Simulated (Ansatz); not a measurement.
The calculation used DFT PBE, scalar-relativistic, plane waves, PAW (Ansatz). All cells share a 420 eV cutoff and Γ-centred k meshes spaced about 0.3 Å⁻¹ or finer (0.25 for metals, 2π included). No spin polarisation.

A search over trial structures of HfC₄ gave this relaxed cell.

```xyz
10
Lattice="4.4550 0.0000 0.0000 0.0000 4.2162 0.0000 -1.2890 0.0000 4.8391" Properties=species:S:1:pos:R:3 pbc="T T T"
Hf    3.9837    1.0541    1.2331
Hf   -0.8177    3.1622    3.6060
C     2.0404    2.4189    1.9095
C     1.8598    1.8031    0.5650
C     1.3063    2.4131    4.2741
C     1.1256    1.7973    2.9296
C     1.3063    3.9113    4.2741
C     1.1256    0.3108    2.9296
C     2.0404    3.9054    1.9095
C     1.8598    0.3050    0.5650
```

**Question.** Is this structure dynamically stable?

**Answer.** As far as tested, yes. The phonons at Γ show no imaginary mode. (Phonon run: 8×8×6 k mesh, Gaussian smearing of 0.10 eV.) After random moves of the atoms it relaxes back. Other q points weren't tested. The optical modes at Γ run from 109 to 1360 cm⁻¹. Around Hf lie 10 C at 2.35–2.65 Å, 2 C at 2.94 Å and 4 Hf at 3.19–3.38 Å; C on its first site is surrounded by 3 C at 1.49–1.50 Å, 2 Hf at 2.45–2.47 Å and 6 C at 2.48–2.54 Å; around C on its second site lie 3 C at 1.48–1.50 Å, 1 Hf at 2.35 Å, 6 C at 2.48–2.54 Å and 2 Hf at 2.54–2.65 Å.

Spin–orbit coupling, which can matter for Hf, is left out. Phonons of metals hang on the k mesh and the smearing.
